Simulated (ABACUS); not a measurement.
A self-consistent single point of Au (Fm-3m, 1 atom in the cell; from Materials Project mp-81).

```
Au
1.0
    0.00000     2.08564     2.08564
    2.08564     0.00000     2.08564
    2.08564     2.08564     0.00000
Au
1
Cartesian
  0.00000   0.00000   0.00000
```

Computed with Wu-Cohen GGA, numerical atomic orbitals TZDP (confined pseudo-atomic orbitals with Gaussian additions; energy shift 0.01 Ry), PseudoDojo 0.5 standard norm-conserving PBE (tails mended) pseudopotentials in ABACUS.

ABACUS settings:

- basis: TZDP numerical atomic orbitals, energy shift 0.01 Ry
- KPT: Gamma 18 18 18 0 0 0
- basis_type: lcao
- dft_functional: GGA_X_WC+GGA_C_PBE
- ecutwfc: 100 Ry
- smearing_method: fd
- smearing_sigma: 0.00734986 Ry
- potentials: PseudoDojo 0.5 standard norm-conserving PBE (tails mended)
- symmetry: 1
- symmetry_prec: 1e-05
- ks_solver: genelpa
- scf_nmax: 100
- scf_thr: 1.0e-07
- mixing_type: broyden

Results:

| Item | Result |
|---|---|
| Number of valence electrons | 19 |
| Number of bands | 20 |
| Number of k-points after the program's reduction | 195 |
| Size of the basis | 39 |
| Number of SCF iterations | 8 |
| Free energy E − TS | -4030.7362 eV |
| Fermi level (on the code's own zero) | 18.78 eV |
| Pressure | -8.03 GPa |

Stress (GPa, positive for compression):
```
-8.03   0.00   0.00
 0.00  -8.03   0.00
 0.00   0.00  -8.03
```

For comparison: a first run (DFT, PBE, numerical atomic orbitals TZDP (confined pseudo-atomic orbitals with Gaussian additions; energy shift 0.01 Ry), PseudoDojo 0.5 standard norm-conserving PBE (tails mended) pseudopotentials) was changed to give this one (dft_functional: PBE → GGA_X_WC+GGA_C_PBE), and from it to this one the pressure goes from -1.31 to -8.03 GPa.

The atom-centred basis is finite, which shifts total energies and pressures against plane waves. The potentials were made for another functional than the one used. The structure comes from a collection of computed structures, made at another level of theory; the collection holds predicted forms beside known ones.

Cost on one core: around 16 core-seconds (rough).

The atomic orbitals were generated for these runs; they are not ABACUS's published sets and were checked against plane waves on a few crystals only.

“Tails mended”: in these copies of the files the far tail of each local potential was reset to the Coulomb form.
